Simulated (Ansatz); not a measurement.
The start is a generated cell, TiC placed in the rocksalt structure type. Cell shape, volume and atoms are optimised at zero target pressure with PBE (plane waves to 420 eV, PAW, scalar-relativistic; Ansatz, a program for electronic structure). First-step values are on the input's coarse k-mesh.

Ansatz input (later rounds restart from its end on a renewed k-mesh):
Ansatz 0.2 input:
```yaml
crystal:
  lattice:
    - [0, 2.186167, 2.186167]
    - [2.186167, 0, 2.186167]
    - [2.186167, 2.186167, 0]
  atoms:
    - { symbol: C, position: [0, 0, 0] }
    - { symbol: Ti, position: [0.5, 0.5, 0.5] }
basis: { ecutwfc: 420, ecutrho_ratio: 4, xc_grid: 2, fft_grid_basis: typed }
kpoints: { mp_grid: { grid: [9, 9, 9] } }
hamiltonian:
  xc: pbe
  dispersion: none
  pseudopotentials: { azcp: { folder: ./paw }, kind: paw }
scf: { occupations: { method: fermi_dirac, width: 0.05 } }
relax: { f_tol: 0.01, max_steps: 100, cell: { stress_tol: 0.02 } }
output: { forces: true, stress: true }
```

**Question.** What pressure does the first self-consistent step give?

**Answer.** -6 GPa (negative: the cell is under tension).

**Question.** How much energy is released per atom?

**Answer.** 0.01 eV/atom.

**Question.** How does the volume per atom move from start to end?

**Answer.** -2.7 %, from 10.45 to 10.17 Å³/atom.

**Question.** How do the shortest distances between atoms change?

**Answer.** The closest pairs of elements (up to four, under 3.6 Å), start → end: C–Ti 2.19 → 2.17 Å; C–C 3.09 → 3.06 Å; Ti–Ti 3.09 → 3.06 Å.

**Question.** Is the relaxed structure metallic? Give its gap.

**Answer.** Zero (metallic).

**Question.** Write out the relaxed structure.

**Answer.** 
```cif
data_C4Ti4
_chemical_formula_sum 'C4 Ti4'
_space_group_name_H-M_alt 'Fm-3m'
_space_group_IT_number 225
_space_group_name_Hall '-F 4 2 3'
_cell_length_a 4.33266
_cell_length_b 4.33266
_cell_length_c 4.33266
_cell_angle_alpha 90.000
_cell_angle_beta 90.000
_cell_angle_gamma 90.000
loop_
_atom_site_label
_atom_site_type_symbol
_atom_site_symmetry_multiplicity
_atom_site_Wyckoff_symbol
_atom_site_fract_x
_atom_site_fract_y
_atom_site_fract_z
_atom_site_occupancy
C1 C 4 a 0.00000 0.00000 0.00000 1
Ti1 Ti 4 b 0.50000 0.50000 0.50000 1
```
(The calculation used a cell of 2 atoms; values per cell refer to that cell.)

The space group stays Fm-3m (No. 225) (the run could not lower it); the end is rock salt type, with 2 atoms in the primitive cell. Final values are on a 18×18×18 k-mesh of the relaxed cell. No spin polarisation in the result.

The run could not lose the symmetry of its start; a randomly shaken copy of 2 atoms returns to this structure.

All atoms sit on sites fixed by symmetry, so only the cell could relax.
